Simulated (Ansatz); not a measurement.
W2N:
```xyz
3
Lattice="2.7976 0.0000 0.0000 -1.3988 2.4228 0.0000 0.0000 0.0000 5.3187" Properties=species:S:1:pos:R:3 pbc="T T T"
N      0.0000     0.0000     0.0000
W      0.0000     1.6152     1.4303
W      1.3988     0.8076     3.8884
```

Relaxed with PBEsol. Special points in fractions of this cell's reciprocal vectors: Γ (0.000, 0.000, 0.000); M (0.500, 0.000, 0.000); K (0.333, 0.333, 0.000); A (0.000, 0.000, 0.500); L (0.500, 0.000, 0.500); H (0.333, 0.333, 0.500).

Problem. List the band energies nearest the Fermi level at these points for PBEsol (plane waves, PAW; program Ansatz).

Solution. In eV from the Fermi level; about four levels below and three above (degenerate sets whole), none deeper than 8.9 eV; points with the same levels are listed once.

```json
[
 {"k": "Γ", "below": "-1.34 -1.34 -0.02 -0.02", "above": "0.78 0.78 4.99 4.99"},
 {"k": "M", "below": "-5.76 -3.44 -2.08 -1.27", "above": "2.38 2.42 3.44"},
 {"k": "K", "below": "-3.30 -3.30 -0.07 -0.07", "above": "0.40 2.20 3.24 3.24"},
 {"k": "A", "below": "-3.64 -1.65 -1.65 -0.66", "above": "0.83 0.83 1.89 1.89"},
 {"k": "L", "below": "-3.32 -2.66 -1.96 -0.08", "above": "2.77 4.13 4.42"},
 {"k": "H", "below": "-3.79 -2.77 -2.77 -0.51", "above": "1.07 1.07 2.46 2.46"}
]
```

Space group P-3m1 (anti-CdI2 type). A made-up cell: these elements were put on the sites of a structure type; neither database checked (COD, Materials Project) lists it. Its standing as an ambient phase is unchecked. The PBEsol relaxation kept the symmetry of its start; of distortions, only those at the zone centre were tested. The run is not spin-polarised. With an odd number of electrons in the cell and no spin polarisation, the count alone makes it a metal. Scalar-relativistic: spin–orbit coupling is off unless named, which matters more the heavier the elements.

Potentials: the later of the program's two PAW sets.
